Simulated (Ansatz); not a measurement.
Calculation for K (hcp type): DFT, PBEsol, PAW with Ansatz's default frozen-core files, scalar-relativistic (Ansatz 0.2.0). This run: volume at 0.6 of the series' base cell.

The cell comes from a relaxation on PAW files under the same functional, begun from a prototype that needn't be the stable phase.

Command: `ansatz run input.yaml --threads 1 --pin off --max-ram 2048MiB --backend cpu --events-out ev --progress --plain --runs-dir out` It took 3 s on 1 thread of Arm Neoverse V1, with other jobs on the host, peak memory 0.33 GiB.

```yaml
crystal:
  lattice:
    - [3.9366040416, 0.0, 0.0]
    - [-1.9683020208, 3.4091991047, 0.0]
    - [0.0, 0.0, 6.3772985475]
  atoms:
    - { symbol: K, position: [0.3333333333, 0.6666666667, 0.25] }
    - { symbol: K, position: [0.6666666667, 0.3333333333, 0.75] }
kpoints:
  mp_grid: { grid: [10, 10, 5] }
scf:
  occupations: { method: fermi_dirac, width: 0.05 }
hamiltonian:
  xc: pbesol
  pseudopotentials: { kind: paw }
output:
  forces: true
  stress: true
  eigenvalues: true
  populations: true
```

Output:

```
Engine: ansatz 0.2.0
Pseudopotentials: kind: paw
Pseudopotential: K, paw, valence charge 9, recommended cutoff 420 eV (normal), K.paw.azcp
Functional definition: PBEsol
  exchange = pbesol_x
  correlation = pbesol_c
Crystal: 2 atoms, lattice volume = 85.588 Å³
Basis set: ecut = 420 eV, 1701 PW (Γ), exchange–correlation on 54×54×90 points (8 copies of the dense FFT grid, shifted against one another)
Bands: 13, of which v1, the nominal top of the filled ones, is band 9 counted from 1 (8 counted from 0)
Symmetry: 24 space group operations
Space group: P63/mmc (ITA 194), of the structure as read, at distance tolerance 4.4e-5 Å
k-points: 42 of 500
Non-local potential: K, projectors of the file, l = 0: 3, l = 1: 2, l = 2: 2
PAW form: soft (Blöchl's): semilocal exchange-correlation on the pseudo side does not see the compensation charge
PAW frozen core: K, regenerated for the run's functional, and the local potential with it (the file was generated under x = pbe(κ = 0.804, μ = 0.2195149727645171), c = pbe(β = 0.06672455060314922))
PAW one-centre angular grid: K, 110 points (default); XC on 64 Gauss nodes
Initial density: superposition of atomic densities (neutral atoms: chi_scale 0, normalization atom), corrected by the library's trained network
Initial wavefunctions: pseudopotential atomic-orbital guess
Functional: x = pbesol(κ = 0.804, μ = 0.12345679012345678), c = pbesol(β = 0.046)
SCF iter   1: F=—  HF=-3031.491720 eV  |F-HF|=—  |Δ(HF+E_count)|=         —  Δρ=2.12e-3  dr2=3.65e-3  ethr=1.77e-3  ⟨swp⟩=5.9  Hψ=3303  notcnv=0
preconditioner: auto → Kerker (q_TF=auto, 2.104 Å⁻¹)  [metal: Δε(μ)=0.040 eV  Ē_g=2.986 eV  σ=0.050 eV  W_gap=0.20  n_scr=22 (ndim 8)  ℏωp=5.7 eV  f_vac=0.000  D(μ)=1.68/eV (n_scr^D=8)]
SCF iter   2: F=—  HF=-3031.489891 eV  |F-HF|=—  |Δ(HF+E_count)|=   1.83e-3  Δρ=1.11e-3  dr2=1.20e-3  ethr=2.03e-5  ⟨swp⟩=2.6  Hψ=1237  notcnv=0
SCF iter   3: F=—  HF=-3031.489607 eV  |F-HF|=—  |Δ(HF+E_count)|=   2.85e-4  Δρ=2.71e-4  dr2=1.27e-4  ethr=6.69e-6  ⟨swp⟩=2.0  Hψ=917  notcnv=0
SCF iter   4: F=—  HF=-3031.489622 eV  |F-HF|=—  |Δ(HF+E_count)|=   1.54e-5  Δρ=8.76e-5  dr2=1.08e-5  ethr=7.04e-7  ⟨swp⟩=2.0  Hψ=832  notcnv=0
SCF iter   5: F=—  HF=-3031.489620 eV  |F-HF|=—  |Δ(HF+E_count)|=   2.01e-6  Δρ=2.24e-5  dr2=5.17e-7  ethr=6.01e-8  ⟨swp⟩=1.8  Hψ=799  notcnv=0
SCF iter   6: F=-3031.489620 eV  HF=-3031.489620 eV  |F-HF|=7.31e-9  |Δ(HF+E_count)|=   5.45e-8  Δρ=3.26e-6  dr2=1.08e-8  ethr=5.56e-10  ⟨swp⟩=4.9  Hψ=2457  notcnv=0
SCF 1 converged in 6 iterations: F = -3031.489620 eV  dr2 = 1.08e-8
  greatest PAW one-centre occupation: 0.988 electrons in one spin orbital (limit 2), on the K atom at site 1 (counted from 0), in its partial waves of l = 0
SCF converged after 6 iterations
Free energy (F): -3031.489620 eV
Harris-Foulkes:  -3031.489620 eV  (|F-HF|=7.31e-9)
Internal energy: -3031.476211 eV  (E = F + TS)
E sigma→0 (E₀):  -3031.482916 eV
Entropy (-TS):   -0.013409 eV (-6.704 meV/atom)
Fermi energy:    4.660732 eV
--- Per-component energies (eV) ---
  E_band       = -231.220737
  E_kinetic    = 507.291727
  E_local      = -1247.641208  (includes V_loc(G=0)·N_el)
  E_nonlocal   = 28.750411
  E_hartree    = 432.827542
  E_xc         = -265.787656
  E_vxc        = -325.862018  (∫ρ·V_xc dr)
  E_paw        = -1524.057647  (= ΣΔE_a)
  E_vpaw       = -59.412997  (= ΣTr[D̂ρ^β])
  E_aug_tail   = -0.000007  (compensation charges beyond the density's cutoff)
  E_ewald      = -963.075143
  E_core_change = 0.215770  (= ΣΔE_core)
  E_smearing   = -0.013409  (= −TS)
  E_closure    = -0.000000  (closes the sum)
  Σ components = -3031.489620   (vs F -3031.489620, Δ=0.00e0)
--- Forces (eV/Å), atoms counted from 1 ---
  atom   1  K     -0.00000000     0.00000000    -0.00000000
  atom   2  K     -0.00000000     0.00000000     0.00000000
  max |Σ_I F_I| component: 1.16e-18 eV/Å
--- Stress (GPa, compression-positive) ---
        4.815914      -0.000000      -0.000000
       -0.000000       4.815914      -0.000000
       -0.000000      -0.000000       4.880800
  P = ⅓ Tr σ = 4.8375 GPa (48.375 kbar)
--- Band table (eV; the first three rows and the last of 42) ---
  k-point 0: bands = ["-27.2507", "-27.2056", "-11.0431", "-10.6881", "-10.6881", "-10.6368", "-10.6368", "-10.6343", "1.6427", "4.8289", "5.6783", "9.0272", "9.0272"]
  k-point 1: bands = ["-27.2464", "-27.2100", "-11.0062", "-10.6832", "-10.6832", "-10.6756", "-10.6417", "-10.6417", "1.8352", "4.1466", "6.3103", "8.8648", "8.9789"]
  k-point 2: bands = ["-27.2352", "-27.2213", "-10.9075", "-10.7813", "-10.6704", "-10.6704", "-10.6546", "-10.6546", "2.3821", "3.1983", "7.2040", "8.1090", "8.9844"]
  k-point 41: bands = ["-27.1980", "-27.1963", "-10.9572", "-10.9544", "-10.8713", "-10.8370", "-10.7138", "-10.7020", "5.4564", "5.7760", "6.1636", "6.4200", "6.7782"]
--- Löwdin populations: 2 sites ---
  site symbol       q [e]
     0      K      8.9632
     1      K      8.9632
  spilling = 0.004086 (of n_electrons = 18.000000)
```

populations.tsv:

```
# site	symbol	l	j	q
# orbitals = lowdin
# n_electrons = 18.000000
# spilling = 0.004086
0	K	0_3S	-	1.985915
0	K	0_4S	-	0.985677
0	K	1_3P	-	5.991637
1	K	0_3S	-	1.985915
1	K	0_4S	-	0.985677
1	K	1_3P	-	5.991637
```

Next run (volume at 0.6 of the series' base cell, ecut 1000), as changes to the input before:

```diff
   eigenvalues: true
-  populations: true
+basis:
+  ecutwfc: 1000
```

Command: `ansatz run input.yaml --threads 1 --pin off --max-ram 2048MiB --backend cpu --events-out ev --progress --plain --runs-dir out` It took 7.3 s on 1 thread of Arm Neoverse V1 (shared host), peak memory 0.51 GiB.

Results part of the output:

```
SCF 1 converged in 6 iterations: F = -3031.489796 eV  dr2 = 1.19e-8
  greatest PAW one-centre occupation: 0.988 electrons in one spin orbital (limit 2), on the K atom at site 1 (counted from 0), in its partial waves of l = 0
SCF converged after 6 iterations
Free energy (F): -3031.489796 eV
Harris-Foulkes:  -3031.489796 eV  (|F-HF|=7.69e-9)
Internal energy: -3031.476388 eV  (E = F + TS)
E sigma→0 (E₀):  -3031.483092 eV
Entropy (-TS):   -0.013408 eV (-6.704 meV/atom)
Fermi energy:    4.660616 eV
--- Per-component energies (eV) ---
  E_band       = -231.220804
  E_kinetic    = 507.293703
  E_local      = -1247.642835  (includes V_loc(G=0)·N_el)
  E_nonlocal   = 28.749629
  E_hartree    = 432.828127
  E_xc         = -265.788847
  E_vxc        = -325.863510  (∫ρ·V_xc dr)
  E_paw        = -1524.056791  (= ΣΔE_a)
  E_vpaw       = -59.412830  (= ΣTr[D̂ρ^β])
  E_aug_tail   = -0.000000  (compensation charges beyond the density's cutoff)
  E_ewald      = -963.075143
  E_core_change = 0.215770  (= ΣΔE_core)
  E_smearing   = -0.013408  (= −TS)
  E_closure    = 0.000000  (closes the sum)
  Σ components = -3031.489796   (vs F -3031.489796, Δ=0.00e0)
--- Forces (eV/Å), atoms counted from 1 ---
  atom   1  K      0.00000000    -0.00000000    -0.00000000
  atom   2  K     -0.00000000     0.00000000     0.00000000
  max |Σ_I F_I| component: 0.00e0 eV/Å
--- Stress (GPa, compression-positive) ---
        4.815425      -0.000000      -0.000000
       -0.000000       4.815425      -0.000000
       -0.000000      -0.000000       4.880275
  P = ⅓ Tr σ = 4.8370 GPa (48.370 kbar)
--- Band table (eV; the first three rows and the last of 42) ---
  k-point 0: bands = ["-27.2507", "-27.2057", "-11.0431", "-10.6881", "-10.6881", "-10.6368", "-10.6368", "-10.6343", "1.6427", "4.8288", "5.6780", "9.0271", "9.0271"]
  k-point 1: bands = ["-27.2465", "-27.2100", "-11.0061", "-10.6832", "-10.6832", "-10.6756", "-10.6417", "-10.6417", "1.8351", "4.1465", "6.3102", "8.8648", "8.9788"]
  k-point 2: bands = ["-27.2352", "-27.2213", "-10.9074", "-10.7813", "-10.6704", "-10.6704", "-10.6546", "-10.6546", "2.3820", "3.1982", "7.2039", "8.1089", "8.9844"]
  k-point 41: bands = ["-27.1981", "-27.1963", "-10.9571", "-10.9544", "-10.8713", "-10.8370", "-10.7137", "-10.7020", "5.4562", "5.7759", "6.1635", "6.4198", "6.7781"]
```

Next run (shape and atoms relaxed at 0.5 of the base cell's volume), as changes to the input before:

```diff
   lattice:
-    - [3.9366040416, 0.0, 0.0]
-    - [-1.9683020208, 3.4091991047, 0.0]
-    - [0.0, 0.0, 6.3772985475]
+    - [3.7044862346, 0.0, 0.0]
+    - [-1.8522431173, 3.2081791871, 0.0]
+    - [0.0, 0.0, 6.0012677001]
   atoms:
   stress: true
-  eigenvalues: true
-basis:
-  ecutwfc: 1000
+relax:
+  f_tol: 0.005
+  max_steps: 30
+  cell: { stress_tol: 0.53, fix: [volume] }
```

Results part of the output:

```
basis re-selected at this cell: Δ(F+E_penalty+E_count) = -1.412e-9 eV, ΔP = -0.000 GPa vs the last step (what re-selecting the basis moved, of the pressure what is left beyond the Pulay correction that the steps carried, after the strain that the cell walked since its last selection, with what the two solves' SCF thresholds leave and, on support functions, any second-order correction that the steps lacked; it is no measure of the basis error at this ecutwfc). This SCF's stress stands 3.07e-2 GPa from its target on what of the cell is left free (relax.cell.stress_tol is 5.30e-1 GPa) and its largest allowed force component is 1.45e-19 eV/Å (relax.f_tol is 5.00e-3 eV/Å): within both
SCF converged after 3 iterations
Free energy (F): -3030.890738 eV
Harris-Foulkes:  -3030.890738 eV  (|F-HF|=3.23e-11)
Internal energy: -3030.873125 eV  (E = F + TS)
E sigma→0 (E₀):  -3030.881931 eV
Entropy (-TS):   -0.017613 eV (-8.807 meV/atom)
Fermi energy:    6.086528 eV
--- Per-component energies (eV) ---
  E_band       = -207.557677
  E_kinetic    = 509.146576
  E_local      = -1151.260261  (includes V_loc(G=0)·N_el)
  E_nonlocal   = 29.426186
  E_hartree    = 395.958288
  E_xc         = -266.624718
  E_vxc        = -327.017791  (∫ρ·V_xc dr)
  E_paw        = -1524.314906  (= ΣΔE_a)
  E_vpaw       = -59.769054  (= ΣTr[D̂ρ^β])
  E_aug_tail   = -0.000006  (compensation charges beyond the density's cutoff)
  E_ewald      = -1023.420054
  E_core_change = 0.215770  (= ΣΔE_core)
  E_smearing   = -0.017613  (= −TS)
  E_closure    = -0.000000  (closes the sum)
  Σ components = -3030.890738   (vs F -3030.890738, Δ=0.00e0)
--- Forces (eV/Å), atoms counted from 1 ---
  atom   1  K     -0.00000000     0.00000000     0.00000000
  atom   2  K      0.00000000     0.00000000     0.00000000
  max |Σ_I F_I| component: 2.89e-19 eV/Å
--- Stress (GPa, compression-positive) ---
        9.051077      -0.000000       0.000000
       -0.000000       9.051077       0.000000
        0.000000       0.000000       9.005007
  P = ⅓ Tr σ = 9.0357 GPa (90.357 kbar)
--- Relaxed structure (1 steps of the walk, 1 accepted, 1 SCFs on fresh bases) ---
  F+E_penalty+E_count = -3030.89073813 eV   max|allowed force component| = 1.446e-19 eV/Å   (the final SCF, on the basis selected at the relaxed cell)
  cell:  # Å, volume = 71.3230 Å³
    - [3.70448623458074, 0.0, 0.0]
    - [-1.85224311729037, 3.20817918711668, 0.0]
    - [0.0, 0.0, 6.0012677001]
  atoms:
    - { symbol: K, position: [0.3333333333333333, 0.6666666666666666, 0.25] }
    - { symbol: K, position: [0.6666666666666666, 0.3333333333333333, 0.7499999999999999] }
```

Next run (volume at 0.5 of the series' base cell), as changes to the input before:

```diff
   stress: true
-relax:
-  f_tol: 0.005
-  max_steps: 30
-  cell: { stress_tol: 0.53, fix: [volume] }
+  eigenvalues: true
+  populations: true
```

Results part of the output:

```
SCF 1 converged in 6 iterations: F = -3030.890738 eV  dr2 = 1.06e-8
  greatest PAW one-centre occupation: 0.988 electrons in one spin orbital (limit 2), on the K atom at site 1 (counted from 0), in its partial waves of l = 0
SCF converged after 6 iterations
Free energy (F): -3030.890738 eV
Harris-Foulkes:  -3030.890738 eV  (|F-HF|=6.83e-9)
Internal energy: -3030.873125 eV  (E = F + TS)
E sigma→0 (E₀):  -3030.881932 eV
Entropy (-TS):   -0.017613 eV (-8.807 meV/atom)
Fermi energy:    6.086501 eV
--- Per-component energies (eV) ---
  E_band       = -207.558904
  E_kinetic    = 509.147212
  E_local      = -1151.261421  (includes V_loc(G=0)·N_el)
  E_nonlocal   = 29.426190
  E_hartree    = 395.959026
  E_xc         = -266.624859
  E_vxc        = -327.017968  (∫ρ·V_xc dr)
  E_paw        = -1524.314985  (= ΣΔE_a)
  E_vpaw       = -59.768613  (= ΣTr[D̂ρ^β])
  E_aug_tail   = -0.000006  (compensation charges beyond the density's cutoff)
  E_ewald      = -1023.420054
  E_core_change = 0.215770  (= ΣΔE_core)
  E_smearing   = -0.017613  (= −TS)
  E_closure    = 0.000000  (closes the sum)
  Σ components = -3030.890738   (vs F -3030.890738, Δ=0.00e0)
--- Forces (eV/Å), atoms counted from 1 ---
  atom   1  K      0.00000000     0.00000000     0.00000000
  atom   2  K     -0.00000000    -0.00000000     0.00000000
  max |Σ_I F_I| component: 2.89e-19 eV/Å
--- Stress (GPa, compression-positive) ---
        9.051107       0.000000       0.000000
        0.000000       9.051107       0.000000
        0.000000       0.000000       9.005029
  P = ⅓ Tr σ = 9.0357 GPa (90.357 kbar)
--- Band table (eV; the first three rows and the last of 42) ---
  k-point 0: bands = ["-25.9725", "-25.8797", "-9.9119", "-9.3116", "-9.3116", "-9.2285", "-9.2285", "-9.2241", "2.7882", "6.0966", "7.4342", "10.4437", "10.4437"]
  k-point 1: bands = ["-25.9637", "-25.8887", "-9.8510", "-9.3037", "-9.3037", "-9.2952", "-9.2365", "-9.2365", "3.0195", "5.5490", "7.8609", "10.2737", "10.3828"]
  k-point 2: bands = ["-25.9407", "-25.9121", "-9.6873", "-9.4754", "-9.2830", "-9.2830", "-9.2574", "-9.2574", "3.6629", "4.5801", "8.6292", "9.5036", "10.3844"]
  k-point 41: bands = ["-25.8639", "-25.8604", "-9.7662", "-9.7623", "-9.6233", "-9.5646", "-9.3544", "-9.3344", "6.8820", "7.0877", "7.6323", "7.9884", "8.2019"]
--- Löwdin populations: 2 sites ---
  site symbol       q [e]
     0      K      8.9425
     1      K      8.9425
  spilling = 0.006385 (of n_electrons = 18.000000)
```

Next run (shape and atoms relaxed at 0.4 of the base cell's volume), as changes to the input before:

```diff
   lattice:
-    - [3.7044862346, 0.0, 0.0]
-    - [-1.8522431173, 3.2081791871, 0.0]
-    - [0.0, 0.0, 6.0012677001]
+    - [3.4389403882, 0.0, 0.0]
+    - [-1.7194701941, 2.9782097382, 0.0]
+    - [0.0, 0.0, 5.5710834288]
   atoms:
   stress: true
-  eigenvalues: true
-  populations: true
+relax:
+  f_tol: 0.005
+  max_steps: 30
+  cell: { stress_tol: 0.75, fix: [volume] }
```

Results part of the output:

```
basis re-selected at this cell: Δ(F+E_penalty+E_count) = -6.326e-10 eV, ΔP = +0.000 GPa vs the last step (what re-selecting the basis moved, of the pressure what is left beyond the Pulay correction that the steps carried, after the strain that the cell walked since its last selection, with what the two solves' SCF thresholds leave and, on support functions, any second-order correction that the steps lacked; it is no measure of the basis error at this ecutwfc). This SCF's stress stands 3.29e-1 GPa from its target on what of the cell is left free (relax.cell.stress_tol is 7.50e-1 GPa) and its largest allowed force component is 6.94e-18 eV/Å (relax.f_tol is 5.00e-3 eV/Å): within both
SCF converged after 3 iterations
Free energy (F): -3029.789741 eV
Harris-Foulkes:  -3029.789741 eV  (|F-HF|=9.64e-11)
Internal energy: -3029.769471 eV  (E = F + TS)
E sigma→0 (E₀):  -3029.779606 eV
Entropy (-TS):   -0.020270 eV (-10.135 meV/atom)
Fermi energy:    8.150291 eV
--- Per-component energies (eV) ---
  E_band       = -173.782827
  E_kinetic    = 511.957637
  E_local      = -1027.750892  (includes V_loc(G=0)·N_el)
  E_nonlocal   = 30.526158
  E_hartree    = 350.251633
  E_xc         = -267.822902
  E_vxc        = -328.681311  (∫ρ·V_xc dr)
  E_paw        = -1524.701036  (= ΣΔE_a)
  E_vpaw       = -60.337341  (= ΣTr[D̂ρ^β])
  E_aug_tail   = -0.000006  (compensation charges beyond the density's cutoff)
  E_ewald      = -1102.445833
  E_core_change = 0.215770  (= ΣΔE_core)
  E_smearing   = -0.020270  (= −TS)
  E_closure    = 0.000000  (closes the sum)
  Σ components = -3029.789741   (vs F -3029.789741, Δ=0.00e0)
--- Forces (eV/Å), atoms counted from 1 ---
  atom   1  K      0.00000000     0.00000000     0.00000000
  atom   2  K     -0.00000000    -0.00000000     0.00000000
  max |Σ_I F_I| component: 3.47e-18 eV/Å
--- Stress (GPa, compression-positive) ---
       16.164154      -0.000000      -0.000000
       -0.000000      16.164154      -0.000000
       -0.000000      -0.000000      16.656914
  P = ⅓ Tr σ = 16.3284 GPa (163.284 kbar)
--- Relaxed structure (1 steps of the walk, 1 accepted, 1 SCFs on fresh bases) ---
  F+E_penalty+E_count = -3029.78974106 eV   max|allowed force component| = 6.939e-18 eV/Å   (the final SCF, on the basis selected at the relaxed cell)
  cell:  # Å, volume = 57.0584 Å³
    - [3.438940388152935, 0.0, 0.0]
    - [-1.7194701940764674, 2.9782097382407593, 0.0]
    - [0.0, 0.0, 5.5710834288]
  atoms:
    - { symbol: K, position: [0.33333333333333337, 0.6666666666666667, 0.25] }
    - { symbol: K, position: [0.6666666666666667, 0.33333333333333337, 0.7499999999999999] }
```

Next run (volume at 0.4 of the series' base cell), as changes to the input before:

```diff
   mp_grid: { grid: [10, 10, 5] }
+  band_path:
+    path:
+      - [0.0, 0.0, 0.0]
+      - [0.5, 0.0, 0.0]
+      - [0.3333333333, 0.3333333333, 0.0]
+      - [0.0, 0.0, 0.0]
+      - [0.0, 0.0, 0.5]
+      - [0.5, 0.0, 0.5]
+      - [0.3333333333, 0.3333333333, 0.5]
+      - [0.0, 0.0, 0.5]
+      - [0.5, 0.0, 0.5]
+    npoints: 8
 scf:
   stress: true
-relax:
-  f_tol: 0.005
-  max_steps: 30
-  cell: { stress_tol: 0.75, fix: [volume] }
+  eigenvalues: true
+  populations: true
+  dos: { projected: true, de: 0.2, e_range: [-14, 8] }
```

Command: `ansatz run input.yaml --threads 1 --pin off --max-ram 2048MiB --backend cpu --events-out ev --progress --plain --runs-dir out` It took 3.2 s on 1 thread of Arm Neoverse V1, on a shared host, peak memory 0.29 GiB.

Results part of the output:

```
SCF 1 converged in 6 iterations: F = -3029.789741 eV  dr2 = 3.08e-9
  greatest PAW one-centre occupation: 0.989 electrons in one spin orbital (limit 2), on the K atom at site 1 (counted from 0), in its partial waves of l = 0
NSCF: frozen V_eff on 65 k-points
SCF converged after 6 iterations
Free energy (F): -3029.789741 eV
Harris-Foulkes:  -3029.789741 eV  (|F-HF|=1.57e-9)
Internal energy: -3029.769471 eV  (E = F + TS)
E sigma→0 (E₀):  -3029.779606 eV
Entropy (-TS):   -0.020270 eV (-10.135 meV/atom)
Fermi energy:    8.150313 eV
--- Per-component energies (eV) ---
  E_band       = -173.781582
  E_kinetic    = 511.956914
  E_local      = -1027.749498  (includes V_loc(G=0)·N_el)
  E_nonlocal   = 30.526062
  E_hartree    = 350.250758
  E_xc         = -267.822760
  E_vxc        = -328.681134  (∫ρ·V_xc dr)
  E_paw        = -1524.700877  (= ΣΔE_a)
  E_vpaw       = -60.337161  (= ΣTr[D̂ρ^β])
  E_aug_tail   = -0.000006  (compensation charges beyond the density's cutoff)
  E_ewald      = -1102.445833
  E_core_change = 0.215770  (= ΣΔE_core)
  E_smearing   = -0.020270  (= −TS)
  E_closure    = 0.000000  (closes the sum)
  Σ components = -3029.789741   (vs F -3029.789741, Δ=0.00e0)
--- Forces (eV/Å), atoms counted from 1 ---
  atom   1  K     -0.00000000     0.00000000     0.00000000
  atom   2  K      0.00000000    -0.00000000     0.00000000
  max |Σ_I F_I| component: 0.00e0 eV/Å
--- Stress (GPa, compression-positive) ---
       16.164122       0.000000      -0.000000
        0.000000      16.164122      -0.000000
       -0.000000      -0.000000      16.656883
  P = ⅓ Tr σ = 16.3284 GPa (163.284 kbar)
--- Band table (eV; the first three rows and the last of 42) ---
  k-point 0: bands = ["-24.2126", "-24.0022", "-8.3999", "-7.3227", "-7.3227", "-7.1793", "-7.1793", "-7.1660", "4.6634", "7.9516", "10.1895", "12.4606", "12.4606"]
  k-point 1: bands = ["-24.1930", "-24.0228", "-8.2936", "-7.3092", "-7.3092", "-7.2980", "-7.1931", "-7.1931", "4.9569", "7.6315", "10.2807", "12.2849", "12.3811"]
  k-point 2: bands = ["-24.1413", "-24.0763", "-8.0056", "-7.6270", "-7.2735", "-7.2735", "-7.2292", "-7.2292", "5.7425", "6.7649", "10.7288", "11.5076", "12.3769"]
  k-point 41: bands = ["-23.9660", "-23.9578", "-8.1423", "-8.1368", "-7.8918", "-7.7848", "-7.3963", "-7.3594", "8.9689", "8.9764", "9.7459", "10.0886", "10.4873"]
--- Löwdin populations: 2 sites ---
  site symbol       q [e]
     0      K      8.8672
     1      K      8.8672
  spilling = 0.014752 (of n_electrons = 18.000000)
```

The PAW files were made under PBE. The structure type is held throughout; the real material can change phase at far lower pressure.
